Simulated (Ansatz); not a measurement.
SnO$_{2}$: clamped-ion strain scan

Level of theory: DFT r2SCAN, scalar-relativistic, plane waves, PAW in Ansatz. The runs took a 500 eV cutoff, a Γ-centred 10×10×10 mesh and Gaussian smearing (0.05 eV). No spin polarisation. Energies are free energies at this smearing, counted from the undisturbed cell; pressure is positive in compression.

The undisturbed cell (relaxed at this level; this form isn't the usual structure):

```yaml
crystal:
  lattice:
    - [-1.99954, 1.99954, 5.10209]
    - [1.99954, -1.99954, 5.10209]
    - [1.99954, 1.99954, -5.10209]
  atoms:
    - { symbol: Sn, position: [0.75000, 0.25000, 0.50000] }
    - { symbol: Sn, position: [0.00000, 0.00000, 0.00000] }
    - { symbol: O, position: [0.79637, 0.79637, 0.00000] }
    - { symbol: O, position: [0.95363, 0.45363, 0.50000] }
    - { symbol: O, position: [0.20363, 0.20363, 0.00000] }
    - { symbol: O, position: [0.54637, 0.04637, 0.50000] }
```

The cell is strained by ε times the Voigt pattern (0, 0, 1, 0, 0, 0) (xx, yy, zz, yz, xz, xy; engineering shear) with fractional coordinates fixed.

| ε | ΔE (meV/atom) |
| --- | --- |
| -0.0200 | 7.0 |
| -0.0150 | 3.9 |
| -0.0100 | 1.7 |
| -0.0050 | 0.4 |
| 0.0000 | 0.0 |
| 0.0050 | 0.4 |
| 0.0100 | 1.5 |
| 0.0150 | 3.4 |
| 0.0175 | 4.6 |
| 0.0200 | 6.0 |

(1) Predict the gap on the mesh (eV) at each point.

Answers

(1)
```
      ε  gap on the mesh (eV)
-0.0200                  2.63
-0.0150                  2.55
-0.0100                  2.48
-0.0050                  2.41
 0.0000                  2.33
 0.0050                  2.26
 0.0100                  2.19
 0.0150                  2.12
 0.0175                  2.09
 0.0200                  2.05
```